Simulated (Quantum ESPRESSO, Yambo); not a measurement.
KIO₃ (space group R3m, No. 160). The geometry is that of Materials Project entry mp-552729, symmetrised and not relaxed again. Chain: LDA (pw.x of Quantum ESPRESSO, ONCV potentials, no spin-orbit coupling); G0W0 in Yambo (4×4×4 Γ-centred k mesh, 126 bands and a 7 Ry block in the screening, 126 bands in G with the Bruneval-Gonze terminator, plasmon pole fitted at 27.2 eV); BSE (6×6×6 mesh, 9 valence and 3 conduction bands, static screening with 48 bands and a 3 Ry block, scissor 1.62 eV, Tamm-Dancoff).

The LDA gap (dense path) comes out as 2.45 eV and the LDA gap Z → Z on the GW mesh comes out as 2.45 eV. The LDA smallest direct gap on the GW mesh, at Z is 2.45 eV and the G0W0 direct gap at that point comes out as 4.07 eV. The G0W0 correction to the gap Z → Z is 1.62 eV and the lowest exciton is no binding energy given (see below).

Rough cost of the Yambo steps against G0W0 for 8 states: BSE within a factor of two.

Nearest settings tried, and what they do to the gap: 81 bands in G: +7 meV; 60 bands in W: +80 meV; 3 Ry block (63 vectors against 191): -73 meV. Not varied: mesh. So the settings aren't converged at that level. The BSE states are vertical excitations (zero momentum). The lowest state covers only about 1 of the 216 k points, so the mesh doesn't resolve it: its energy and its distance from the direct gap are mesh artefacts. An extended exciton needs a far denser mesh. Axes are Cartesian, with cell vectors (Å) (3.10, 1.79, 2.62), (-3.10, 1.79, 2.62), (0.00, -3.58, 2.62).

Without spin-orbit coupling, band edges of such heavy elements can be off by tenths of an eV.
